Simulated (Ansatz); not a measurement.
# Sn4HSe8, first-principles data

Sn4HSe8:
```cif
data_HSe8Sn4
_chemical_formula_sum 'Sn4 Se8 H1'
_space_group_name_H-M_alt 'P3m1'
_space_group_IT_number 156
_space_group_name_Hall 'P 3 -2"'
_cell_length_a 7.77734
_cell_length_b 7.77734
_cell_length_c 6.34340
_cell_angle_alpha 90.000
_cell_angle_beta 90.000
_cell_angle_gamma 120.000
loop_
_atom_site_label
_atom_site_type_symbol
_atom_site_symmetry_multiplicity
_atom_site_Wyckoff_symbol
_atom_site_fract_x
_atom_site_fract_y
_atom_site_fract_z
_atom_site_occupancy
Sn1 Sn 3 d 0.17507 0.35014 0.99401 1
Se1 Se 1 a 0.00000 0.00000 0.23732 1
Se2 Se 3 d 0.32694 0.16347 0.75960 1
Se3 Se 3 d 0.00505 0.50252 0.25128 1
Sn2 Sn 1 c 0.66667 0.33333 0.00792 1
Se4 Se 1 b 0.33333 0.66667 0.73526 1
H1 H 1 a 0.00000 0.00000 0.47090 1
```

Space group P3m1 (No. 156); conventional cell a = b = 7.7773 Å, c = 6.3434 Å, α = β = 90.00°, γ = 120.00°.

Method: DFT-r²SCAN+D4 in the program Ansatz with PAW potentials. Geometry: relaxed at this level of theory. Other levels are named where they apply.

**Cell and energy**

```json
{
  "volume_per_atom": "25.56 Å³",
  "density": "5.54 g/cm³",
  "Formation energy from the elements (no fitted shifts)": "-0.33 eV/atom"
}
```

**Electronic structure**

```json
{
  "electronic_character": "metallic (no gap)",
  "Density of states at the Fermi level": "0.27 states/eV per atom (mean over ±0.08 eV)"
}
```

**Mechanics**

```json
{
  "Bulk modulus (Birch–Murnaghan fit)": "20.5 GPa",
  "Pressure derivative B′": "10.2"
}
```

**Charges**

```json
{
 "bader_charges": "Sn +1.27 to +1.32, Se -0.70 to -0.41, H +0.02 e"
}
```

The start of the workflow was typed in or built on a structure type; neither database checked (COD, Materials Project) lists it. Whether it is the stable phase at ambient conditions was not checked. The cell was relaxed with r²SCAN+D4 under the symmetry of its start; whether a distortion lowers the energy is not shown. With an odd number of electrons in the cell and no spin polarisation, the count alone makes it a metal. The references are the lowest solids computed at this level, not always the standard phases (solids in place of the gases). Spin–orbit coupling is left out wherever it is not named.

Potentials: the earlier of the program's two PAW sets.
